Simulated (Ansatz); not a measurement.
MoPd in space group Cmcm (No. 63; Mo on 4c, Pd on 4c) under volume change, DFT-PBEsol in the program Ansatz with PAW potentials, shape and atoms relaxed at each volume.

```csv
V (Å³/atom),E − E(relaxed) (meV/atom),P (GPa)
13.466,114.5,30.15
13.910,47.8,18.32
14.354,11.3,8.37
14.798,0.0,0.00
15.242,10.0,-7.01
15.686,37.8,-12.88
16.130,80.5,-17.77
```

### Question
What does a third-order Birch–Murnaghan fit give for V₀, B₀ and B′?

### Answer
V₀ = 14.80 Å³/atom, B₀ = 254 GPa, B′ = 4.8.

The start of the workflow was typed in or built on a structure type; neither database checked (COD, Materials Project) lists it. Whether it is the stable phase at ambient conditions was not checked. The PBEsol relaxation kept the symmetry of its start; whether a distortion lowers the energy is not shown. No spin polarisation was allowed.

Potentials: the later of the program's two PAW sets.
